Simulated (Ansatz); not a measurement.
## Si3N4: ¹⁴N nuclear quadrupole resonance

Cell: an entry of the Crystallography Open Database (COD), its atoms then relaxed with PBE in this cell.

Space group P6_3/m (No. 176); a = 7.6170, c = 2.9134 Å, γ = 120.00°.

| site | Wyckoff | site symmetry | x | y | z |
| --- | --- | --- | --- | --- | --- |
| Si | 6h | m.. | 0.1740 | 0.7679 | 0.2500 |
| N7 | 2c | -6.. | 0.3333 | 0.6667 | 0.2500 |
| N9 | 6h | m.. | 0.3298 | 0.0300 | 0.2500 |

One atom of each set is listed.

Method: Kohn–Sham DFT in Ansatz, r2SCAN, plane waves and PAW, scalar-relativistic, 500 eV cutoff, Γ-centred 4×4×9 k-points, Fermi–Dirac smearing 0.02 eV.

¹⁴N: I = 1, Q = 20.44 mb (year-2017 value). Static lattice, zero field.

Question: At which frequencies do the ¹⁴N NQR lines lie?

Answer: For I = 1 the lines are ν± = (3/4)|C_Q|(1 ± η/3) and ν₀ = |C_Q|η/2.

```
site  atoms  V_zz (10²¹ V/m²)  C_Q (MHz)     η  line frequencies (MHz)
  N7      2             -5.01      -2.48  0.00                    1.86
  N9      6             -4.98      -2.46  0.08       0.102, 1.80, 1.90
```

An axis of threefold or higher order runs through N7, so V_zz lies along it and η is zero. At N9 V_zz stands upright on the plane through its three neighbours (within 3°).

Hardware: 1 thread of Arm Neoverse V1 (aarch64; 8 cores open to the job, memory cap 2.5 GiB, no GPU), a shared host with a load of 0.5 a core. Wall time 32 s, CPU time 32 s, peak memory 0.82 GiB.
